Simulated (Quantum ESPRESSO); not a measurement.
Si (space group P6_3/mmc, No. 194) has an indirect gap of 0.29 eV with PBEsol (pw.x of Quantum ESPRESSO, ONCV potentials, scalar-relativistic). After an isotropic strain (on all lattice vectors, atoms relaxed) the gap is indirect, 0.41 eV.

Which strain was applied?
A) -0.7 %
B) +2 %
C) +1 %
D) -1.5 %
E) -3 %

B, +2 %. Gaps found: -3 %: 0.07 eV (indirect); -1.5 %: 0.19 eV (indirect); -0.7 %: 0.24 eV (indirect); 0 %: 0.29 eV (indirect); 1 %: 0.35 eV (indirect); 2 %: 0.41 eV (indirect).

This is not the ordinary phase of the substance; no match was found in the copy of COD used, and its stability was not checked.
